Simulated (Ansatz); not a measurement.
GaP (zinc blende)

```yaml
crystal:
  lattice:
    - [0.00000, 2.75322, 2.75322]
    - [2.75322, 0.00000, 2.75322]
    - [2.75322, 2.75322, 0.00000]
  atoms:
    - { symbol: P, position: [0.75000, 0.75000, 0.75000] }
    - { symbol: Ga, position: [0.00000, 0.00000, 0.00000] }
```

Scan: atom 2 (Ga, nearest neighbour P at 2.384 Å; its periodic images, 3.9 Å or more away, move with it) is displaced along Cartesian [110], direction (0.707, 0.707, 0.000) in Cartesian axes, by s. The other atoms stay.

The numbers are results of PBE (plane waves to 420 eV, PAW, scalar-relativistic; Ansatz, a quantum-chemistry and plane-wave program), not measurements. k mesh 8×8×8 (Γ-centred), Fermi-Dirac smearing 0.05 eV. Energies are smeared free energies. As the smearing reaches across the gap at some points, energies and forces of such displacements shift with the k mesh and the smearing. GaP was relaxed with its symmetry unable to fall. The PAW data are Ansatz's earlier set. ΔE is measured from the undisplaced structure. The last digit holds for this mesh only.

```json
[
 {"s (Å)": "-0.720", "ΔE (meV/cell)": "2703.2"},
 {"s (Å)": "-0.576", "ΔE (meV/cell)": "1665.1"},
 {"s (Å)": "-0.432", "ΔE (meV/cell)": "908.8"},
 {"s (Å)": "-0.288", "ΔE (meV/cell)": "395.3"},
 {"s (Å)": "-0.144", "ΔE (meV/cell)": "97.6"},
 {"s (Å)": "0.000", "ΔE (meV/cell)": "0.0"},
 {"s (Å)": "0.144", "ΔE (meV/cell)": "97.6"},
 {"s (Å)": "0.288", "ΔE (meV/cell)": "395.3"},
 {"s (Å)": "0.432", "ΔE (meV/cell)": "908.8"},
 {"s (Å)": "0.576", "ΔE (meV/cell)": "1665.1"},
 {"s (Å)": "0.720", "ΔE (meV/cell)": "2703.2"}
]
```

Q: What force constant k = d²E/ds² at s = 0 does the table give?

A: 9.4 eV/Å². It is the second difference of the nearest points, corrected with the next pair.

Q: With k = 9.37 eV/Å² from the forces, is the well harmonic out to s = 0.720 Å?

A: ½ks² = 2429 meV/cell against the computed 2703 meV/cell, so the well is stiffer than harmonic there.

(A displaced cell: forces are minus the slopes of the energy, force constants its curvatures, and phonons follow from these.)
